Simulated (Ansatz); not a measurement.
Compressing Ta₄C₃: a fit and a missing row

Ta₄C₃, R3m, a = 3.103 Å, c = 30.494 Å. The structure is a Materials Project entry; whether it is the stable form wasn't checked. Ansatz: PBEsol, PAW, 420 eV, Γ-centred 12×12×12 mesh on 7 atoms, Gaussian smearing 0.10 eV; no spin polarisation. Shape and atoms are relaxed at each volume; pressure is positive in compression.

```
V (Å³/atom) P (GPa)
     10.657    50.16
     11.020    34.56
     11.384    21.18
     11.747        ?
     12.110    -0.04
     12.474    -8.35
     12.837   -15.41
     13.321   -23.09
```

Question: Take V0 = 12.110 Å³/atom, count pressures from its P0 = -0.04 GPa, fit the third-order Birch–Murnaghan form to the other rows, and predict the missing pressure.

Answer: With the Eulerian strain f = ½[(V0/V)^(2/3) − 1] and y = (P − P0)/[3f(1 + 2f)^(5/2)], the form is the line y = B0 + 1.5 B0 (B0′ − 4) f. Rows (f, y): 0.04447, 304.1; 0.03245, 303.7; 0.02104, 303.3; -0.00977, 297.9; -0.01906, 296.2; -0.03078, 292.6. Means f = 0.006392, y = 299.63; Σ(Δf)² = 0.004634, ΣΔfΔy = 0.7066; the slope is their ratio. y = 298.7 + 152.5 f GPa, so B0 = 298.7 GPa and B0′ = 4 + 2 × (152.5)/(3 × 298.7) = 4.34. At V = 11.747, f = 0.01025, y = 300.26 and P = 9.67 GPa. The run gave 9.74 GPa, so the fit is 0.07 GPa too low, within the rms miss on the fitted rows (0.11 GPa).

Spin–orbit coupling is left out, which can shift energies with elements as heavy as these.